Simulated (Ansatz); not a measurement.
Pt: sound and stiffness along [100], [110] and [111]

The calculation used DFT PBEsol, scalar-relativistic, plane waves, PAW in Ansatz. Plane waves to 420 eV; Γ-centred k mesh 20×20×20; Fermi-Dirac smearing of 0.15 eV. No spin polarisation.

The cell, relaxed at this level:
```
CELL_PARAMETERS angstrom
0.00000 1.96090 1.96090
1.96090 0.00000 1.96090
1.96090 1.96090 0.00000
ATOMIC_POSITIONS crystal
Pt 0.00000 0.00000 0.00000
```

In a metal, frequencies and elastic constants depend on the k mesh and the smearing, soft modes and shear constants most. Spin–orbit coupling is left out, which can shift energies with elements as heavy as these.

With ions relaxed, on the cubic axes: C11 = 355.6, C12 = 247.3, C44 = 93.0 GPa. The density is 21.482 g/cm³. Zone-centre modes weren't checked beside this run.

Problem. Is the crystal stable against strain, and how anisotropic is it?

Solution. Born's conditions hold: C11 + 2C12 = 850.3, C11 − C12 = 108.3 and C44 = 93.0 GPa are all positive. B = (C11 + 2C12)/3 = 283.4 GPa. The two shear moduli are C44 and C′ = (C11 − C12)/2 = 54.2 GPa, so Zener's ratio is A = C44/C′ = 1.72: the tetragonal shear C′ is the soft one, as in many fcc and bcc metals and zincblende crystals. The Cauchy pressure C12 − C44 is 154.4 GPa; it would vanish for pair forces between atoms on inversion centres at zero pressure, and a positive value is usual with metallic or many-body binding.

Problem. Give the sound speeds along the three symmetry directions.

Solution. The Christoffel equation gives ρv² for each branch:
```csv
direction,branch,ρv²,GPa,v (m/s)
[100],L,C11,355.6,4069
[100],T (×2),C44,93.0,2080
[110],L,(C11 + C12 + 2C44)/2,394.4,4285
[110],"T, u ∥ [001]",C44,93.0,2080
[110],"T, u ∥ [1-10]",(C11 − C12)/2,54.2,1588
[111],L,(C11 + 2C12 + 4C44)/3,407.4,4355
[111],T (×2),(C11 − C12 + C44)/3,67.1,1767
```

Problem. How does Young's modulus depend on direction?

Solution. Inverting gives S11 = 6.546, S12 = -2.685, S44 = 10.758 TPa⁻¹. Along a unit vector (l, m, n), 1/E = S11 − 2(S11 − S12 − S44/2)(l²m² + m²n² + n²l²), where the last bracket is 0, 1/4 and 1/3 for [100], [110] and [111]: E = 153, 216 and 251 GPa. With A > 1 the body diagonal is stiffest. For a film on (001), the biaxial modulus is C11 + C12 − 2C12²/C11 = 259 GPa and the normal strain is −2C12/C11 = -1.39 times the in-plane one.

Cost: 1 run of about 1.3 core-minutes, on Arm Neoverse V1 (shared hosts).